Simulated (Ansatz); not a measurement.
Infrared modes and screening in CaCdF₄ (fluorite sites, P4/mmm)

Perturbation theory with PBEsol in the PAW code Ansatz on the PBEsol cell, ground state and force constants on a 6×6×4 mesh. Note: simulated data, non-magnetic, for a generated structure that need not be the stable one.

The symmetry is P4/mmm (No. 123, tetragonal); a = 3.822 Å, c = 5.404 Å in the conventional setting, 13.16 Å³ an atom. Cd has 8 F at 2.34 Å; F has 2 Cd at 2.34 Å and 2 Ca at 2.34 Å; Ca has 8 F at 2.34 Å.

```cif
data_structure
_symmetry_space_group_name_H-M 'P4/mmm'
_symmetry_Int_Tables_number 123
_cell_length_a 3.8224
_cell_length_b 3.8224
_cell_length_c 5.4045
_cell_angle_alpha 90.000
_cell_angle_beta 90.000
_cell_angle_gamma 90.000
_cell_volume 78.96
loop_
_atom_site_label
_atom_site_type_symbol
_atom_site_symmetry_multiplicity
_atom_site_Wyckoff_symbol
_atom_site_fract_x
_atom_site_fract_y
_atom_site_fract_z
_atom_site_occupancy
Cd1 Cd 1 a 0.00000 0.00000 0.00000 1
F1 F 4 i 0.00000 0.50000 0.75011 1
Ca1 Ca 1 d 0.50000 0.50000 0.50000 1
```

Optical modes without the longitudinal term:
```csv
ω (cm⁻¹),degeneracy,"IR intensity, summed over the level ((D/Å)²/amu)"
110,1,0.00
136,2,1.03
150,2,0.00
208,1,6.45
240,2,22.18
277,1,5.53
305,2,0.00
309,1,0.00
333,2,0.18
390,1,0.00
```

All optical modes at Γ are real, from 110 to 390 cm⁻¹ without the longitudinal term; this says nothing of other wave vectors. With the long-range field the highest mode reaches 432 cm⁻¹. Of the real levels 5 are infrared active, the strongest at 240 cm⁻¹.

The clamped-ion dielectric constant comes out as 2.59 along x and y, 2.58 along z. With the ions relaxed, ε⁰ is 8.6 along x and y, 8.5 along z. Born charges, averaged over directions: Cd +2.42, F -1.21, Ca +2.44 e. The program notes that the ground state's band table doesn't vouch for all the bands that the response reads.

For comparison, on the r2SCAN cell the mean ε∞ is 2.40 with r2SCAN (ground state on 6×6×4; least gap 4.98 eV).

The runs are scalar-relativistic, without spin-orbit coupling.
